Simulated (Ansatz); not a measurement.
GaN:
```
CELL_PARAMETERS angstrom
      3.21712     0.00000     0.00000
     -1.60856     2.78610     0.00000
      0.00000     0.00000    10.49533
ATOMIC_POSITIONS crystal
  Ga 0.00000 0.00000 0.00051
  Ga 0.00000 0.00000 0.50051
  Ga 0.66667 0.33333 0.75022
  Ga 0.33333 0.66667 0.25022
  N  0.00000 0.00000 0.81252
  N  0.00000 0.00000 0.31252
  N  0.66667 0.33333 0.56238
  N  0.33333 0.66667 0.06238
```

Relaxed with PBE.

### Question
Give the Bader charges and basin volumes of the independent atoms, DFT-PBE in the program Ansatz with PAW potentials.

### Answer


```tsv
atom	Bader charge (e)	Bader volume (Å³)
Ga1	+1.55	9.8
Ga3	+1.54	10.0
N5	-1.55	13.5
N7	-1.55	13.6
```

Space group P6_3mc. A made-up cell: these elements were put on the sites of a structure type. Its sites differ from those of the usual phase in this space group: another stacking or structure type. The PBE relaxation kept the symmetry of its start; its stability against distortions is not shown here.

Potentials: the later of the program's two PAW sets.
